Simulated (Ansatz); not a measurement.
## Mg₂Ga₈Fe: reading a single point

```yaml
crystal:
  lattice:
    - [4.04848, 0.00000, 0.00000]
    - [0.00000, 4.04848, 0.00000]
    - [0.00000, 0.00000, 10.60178]
  atoms:
    - { symbol: Fe, position: [0.00000, 0.00000, 0.00000] }
    - { symbol: Ga, position: [0.00000, 0.50000, 0.10850] }
    - { symbol: Ga, position: [0.50000, 0.00000, 0.10850] }
    - { symbol: Ga, position: [0.00000, 0.50000, 0.89150] }
    - { symbol: Ga, position: [0.50000, 0.00000, 0.89150] }
    - { symbol: Ga, position: [0.50000, 0.50000, 0.28300] }
    - { symbol: Ga, position: [0.50000, 0.50000, 0.71700] }
    - { symbol: Mg, position: [0.00000, 0.00000, 0.31500] }
    - { symbol: Mg, position: [0.00000, 0.00000, 0.68500] }
    - { symbol: Ga, position: [0.00000, 0.50000, 0.50000] }
    - { symbol: Ga, position: [0.50000, 0.00000, 0.50000] }
```

The numbers come from plane-wave PAW DFT (Ansatz): r2SCAN, no spin polarisation, 500 eV, 8×8×4 Γ-centred k points, fermi-dirac occupations (width 0.1 eV). Nothing was relaxed.

(1) Which atom feels the largest force, and which way?

(2) Is the cell too large or too small?

(3) What happens at the Fermi level?

(4) Describe some of the short contacts.

(5) What is the formation energy?

Origin: a known structure type with other elements, at an estimated volume, so it need not be a known compound. Caveats: no spin polarisation, so a magnetic state may lie lower; atoms or cell far from equilibrium.

Answers

(1) The largest is on Ga3 (and as large on other atoms): 2.21 eV/Å, components (0.00, 0.00, 2.21). It makes 180° with the line to a nearest neighbour, Ga5 at 2.30 Å, pointing away from it.

(2) The pressure is 8.7 GPa (compression positive), so with the atoms held at these fractions the cell would first expand; the forces are large, so a full relaxation may end otherwise. The principal stresses 7.0, 7.0, 12.2 GPa differ, so its shape would change too.

(3) It is a metal, with about 4 states/eV a cell as the mean within 0.25 eV of the Fermi level, mostly Ga p (52 %), Fe d (29 %) and Ga s (13 %).

(4) Ga–Ga at 2.30 Å: least valence density 0.47 e/Å³ and ELF 0.42 there. Fe–Ga at 2.33 Å: least valence density 0.47 e/Å³ and ELF 0.35 there. Mg–Ga at 2.82 Å: least valence density 0.13 e/Å³ and ELF 0.08 there. These are pseudo-fields; inside the PAW spheres they differ from the all-electron ones.

(5) 0.08 eV an atom against the elements' usual phases (free molecules for gases, crystals otherwise, with no correction for O₂ or N₂), so at this geometry it isn't bound against them. Relaxing would lower it.
